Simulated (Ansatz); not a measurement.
WS2 (P6_3/mmc) was relaxed and computed twice in Ansatz (plane waves, PAW), once with PBE+D3(BJ) and once with r²SCAN+D4.

```tsv
	run 1	run 2
cell	a = b = 3.1541 Å, c = 12.1411 Å, α = β = 90.00°, γ = 120.00°	a = 3.1717 Å, b = 3.1717 Å, c = 12.5525 Å, α = 90.00°, β = 90.00°, γ = 120.00°
gap (eV)	0.88	1.18
ΔH_f (eV/atom)	-0.88	-0.93
B₀ by P(V) fit (GPa)	48.8	36.8
K_Hill (GPa)	64.9	57.7
G_Hill (GPa)	49.0	41.2
ε∞	11.6	10.6
ε0	11.7	10.6
highest Γ mode, no LO–TO term (cm⁻¹)	438	442
electron conductivity mass (mₑ)	0.49	0.54
Θ_D (K)	316	293
```

### Question
Which run used which functional?

### Answer
Run 1 is PBE+D3(BJ), run 2 is r²SCAN+D4.

All cells were relaxed under the symmetry of their starts (and spin orders); stability against distortions was not tested throughout. Rows with no word on spin ran without spin polarisation. Spin–orbit coupling is left out wherever it is not named.

Potentials: the later of the program's two PAW sets.

Ansatz (a first-principles code) is a plane-wave DFT program.

Formation energies count from the lowest solids of the elements computed at the same level, not from gases.
